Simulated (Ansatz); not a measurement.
## CrN2 and the effect of the functional

```
CELL_PARAMETERS angstrom
3.90179 0.00000 0.00000
0.00000 4.80951 0.00000
0.00000 0.00000 2.78417
ATOMIC_POSITIONS crystal
Cr 0.00000 0.00000 0.00000
Cr 0.50000 0.50000 0.50000
N 0.86617 0.58878 0.00000
N 0.13383 0.41123 0.00000
N 0.36617 0.91122 0.50000
N 0.63383 0.08878 0.50000
```

The cell comes from a database or a generator and needn't be the stable form of this composition.

Kept alike: task band structure; k mesh 7 × 6 × 10; occupations fermi-dirac, width 0.05 eV; collinear spin, ferromagnetic start. Program: Ansatz, Ansatz PAW. Cutoffs run from 420 to 500 eV. The mesh is that of the run's cell of 6 atoms. No spin-orbit coupling.

| functional | pressure (GPa) | largest site moment (μB) |
| --- | --- | --- |
| LDA | -17.93 | 1.83 |
| PBE | -0.98 | 1.90 |
| PBEsol | -10.05 | 1.87 |
| r2SCAN | -2.71 | 2.11 |

Pressure is positive in compression, with a Pulay correction for the finite cutoff. For a metal such a mesh leaves the last digits unconverged. The runs hold the magnetic state that their start led to, which needn't be the lowest. Site moments count inside each atom's sphere or projector. All rows use potentials made for PBE.

The pressure runs from -17.93 (LDA) to -0.98 GPa (PBE). From PBE: LDA -16.95; PBEsol -9.07; r2SCAN -1.73. The largest site moment runs from 1.83 (LDA) to 2.11 μB (r2SCAN). From PBE: LDA -0.07; PBEsol -0.03; r2SCAN +0.21.
